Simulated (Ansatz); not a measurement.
PbS:
Space group Fm-3m (No. 225); a = b = c = 5.9512 Å, α = β = γ = 90.00°

```csv
atom,site,symmetry,x,y,z
Pb,4b,m-3m,0.5000,0.5000,0.5000
S,4a,m-3m,0.0000,0.0000,0.0000
```
(The calculation used a cell of 2 atoms; values per cell refer to that cell.)

Relaxed with r²SCAN+D4. r²SCAN+D4 in the plane-wave PAW code Ansatz gives a gap of 0.65 eV.

Task: What gap does HSE06 give on the same cell (Ansatz, PAW)?

Result: 0.83 eV, 0.18 eV more. The hybrid was solved on a coarser mesh and at special points; its gap is the smallest among all of these.

```
k  v1 r²SCAN+D4  c1 r²SCAN+D4  v1 HSE06  c1 HSE06
-  ------------  ------------  --------  --------
Γ         -2.29          5.53       ___       ___
X         -3.55          4.17       ___       ___
L          0.00          0.65      0.00      0.83
W         -1.09          2.47       ___       ___
K         -2.53          3.62       ___       ___
```

Task: Top valence (v1) and lowest conduction level (c1) in eV from each method's valence maximum (which need not be a listed point): supply the withheld HSE06 values.

Result: 
- X, v1 HSE06: -3.87
- X, c1 HSE06: 4.41
- Γ, v1 HSE06: -2.50
- Γ, c1 HSE06: 6.01
- W, v1 HSE06: -1.20
- W, c1 HSE06: 2.76
- K, v1 HSE06: -2.72
- K, c1 HSE06: 3.95

Cost on shared cores: the r²SCAN+D4 run (SCF on a 8×8×8 mesh, then bands and DOS) about 11 core-seconds (a rough figure), the HSE06 run (SCF on 6×6×6, then a few points) about 60 core-seconds (a rough figure); the tasks are unlike.

The cell was relaxed with r²SCAN+D4 under the symmetry of its start. Spin–orbit coupling is left out wherever it is not named.

Potentials: the later of the program's two PAW sets.
